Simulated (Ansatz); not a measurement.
Task: Each is relaxed and computed with r²SCAN in the plane-wave PAW code Ansatz. Which is the only metal?
(A) Cu2SiSe3, Cc (Pearson symbol mS24)
(B) SiGeC2, P-4m2 (Ge on 1c, Si on 1a, C on 2g)
(C) Si3N4, I-43d (N on 16c, Si on 12b)
(D) SiNi2, Pnma (Si on 4c, Ni on 4c, Ni on 4c)

Result: D, SiNi2, Pnma (Si on 4c, Ni on 4c, Ni on 4c). SiNi2: metal; SiGeC2: gap 1.80 eV (indirect); Si3N4: gap 4.74 eV (indirect); Cu2SiSe3: gap 0.68 eV (direct). Typed or built starts, not in the databases checked: SiGeC2, P-4m2 (Ge on 1c, Si on 1a, C on 2g). Not the usual ambient phase: Si3N4, I-43d (N on 16c, Si on 12b). Standing as an ambient phase not checked: Cu2SiSe3, Cc (Pearson symbol mS24). Began spin-polarised and lost the moments: SiNi2, Pnma (Si on 4c, Ni on 4c, Ni on 4c). Perhaps ordered models of mixed-site phases: Cu2SiSe3, Cc (Pearson symbol mS24). All cells were relaxed under the symmetry of their starts (and spin orders); stability against distortions was not tested throughout. Rows with no word on spin ran without spin polarisation. Scalar-relativistic: spin–orbit coupling is off unless named, which matters more the heavier the elements.

Potentials: the later of the program's two PAW sets.
